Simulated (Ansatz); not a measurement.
BiPd:
```yaml
crystal:
  lattice:
    - [4.25868, 0.00000, 0.00000]
    - [-2.12934, 3.68812, 0.00000]
    - [0.00000, 0.00000, 5.76368]
  atoms:
    - { symbol: Bi, position: [0.33333, 0.66667, 0.25000] }
    - { symbol: Bi, position: [0.66667, 0.33333, 0.75000] }
    - { symbol: Pd, position: [0.00000, 0.00000, 0.00000] }
    - { symbol: Pd, position: [0.00000, 0.00000, 0.50000] }
```

Relaxed with r²SCAN. Special points in fractions of this cell's reciprocal vectors: Γ (0.000, 0.000, 0.000); M (0.500, 0.000, 0.000); K (0.333, 0.333, 0.000); A (0.000, 0.000, 0.500); L (0.500, 0.000, 0.500); H (0.333, 0.333, 0.500).

List the band energies nearest the Fermi level at these points for plane-wave PAW r²SCAN (Ansatz code).

In eV from the Fermi level; about four levels below and three above (degenerate sets whole), none deeper than 8.9 eV; points with the same levels are listed once.

```json
[
 {"k": "Γ", "below": "-2.93 -2.93 -2.11 -2.11 -0.05", "above": "0.94 0.94 3.10"},
 {"k": "M", "below": "-2.08 -2.04 -1.98 -1.27", "above": "1.73 4.18 4.80"},
 {"k": "K", "below": "-1.98 -1.39 -0.16 -0.16", "above": "0.37 0.37 3.77"},
 {"k": "A", "below": "-2.93 -2.93 -2.93 -2.93 -0.77 -0.77", "above": "2.45 2.45 2.45 2.45"},
 {"k": "L", "below": "-2.76 -2.76 -2.45 -2.45", "above": "0.76 0.76 1.63 1.63"},
 {"k": "H", "below": "-2.13 -2.13 -1.59 -1.59", "above": "4.07 4.07 6.59 6.59"}
]
```

Space group P6_3/mmc (NiAs type). The workflow started from an entry of the Crystallography Open Database (COD), which files this formula under 2 space groups. Whether it is the stable phase at ambient conditions was not checked. Symmetry was held in the r²SCAN relaxation; its stability against distortions is not shown here. The run is not spin-polarised. Spin–orbit coupling is left out wherever it is not named.

Potentials: the later of the program's two PAW sets.
